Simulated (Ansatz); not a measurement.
Relaxed CoSn (CoSn type, space group P6/mmm):

```xyz
6
Lattice="5.2940 0.0000 0.0000 -2.6470 4.5847 0.0000 0.0000 0.0000 4.2354" Properties=species:S:1:pos:R:3 pbc="T T T"
Co     2.6470     0.0000     0.0000
Co     1.3235     2.2924     0.0000
Co    -1.3235     2.2924     0.0000
Sn     0.0000     0.0000     0.0000
Sn     0.0000     3.0565     2.1177
Sn     2.6470     1.5282     2.1177
```

In this cell atom 1 (Co, nearest neighbour Sn at 2.612 Å; its periodic images, 4.2 Å or more away, move with it) is moved by s along Cartesian [110], unit vector (0.707, 0.707, 0.000); all other atoms and the cell stay fixed.

The numbers are results of PBE (plane waves to 420 eV, PAW, scalar-relativistic; Ansatz, an electronic-structure program), not measurements. k mesh 8×8×9 (Γ-centred), Fermi-Dirac smearing 0.05 eV. E stands for the smeared free energy. With partly filled bands, energies and forces of such displacements shift with the k mesh and the smearing. CoSn is run without spin polarisation. CoSn was relaxed with its symmetry unable to fall. ΔE is measured from the undisplaced structure. The last digit holds for this mesh only.

```tsv
s (Å)	ΔE (meV/cell)
-0.260	withheld
-0.208	165.7
-0.156	92.2
-0.104	40.7
-0.052	10.1
0.000	0.0
0.052	10.1
0.104	40.7
0.156	92.2
0.208	165.7
0.260	withheld
```

Question: Fit an even polynomial form (powers 2, 4) to the given rows and predict ΔE at s = -0.260.

Answer: Least squares on the 9 given rows: ΔE = (3737)·s² + (2144)·s⁴, in meV/cell with s in Å; root-mean-square residual 0.02 meV/cell. At -0.260 the fit gives 262.4 meV/cell; the calculation gives 262.4 meV/cell, the same to the digits shown. The quadratic term alone would give 252.6 meV/cell.

(A displaced cell: forces are minus the slopes of the energy, force constants its curvatures, and phonons follow from these.)
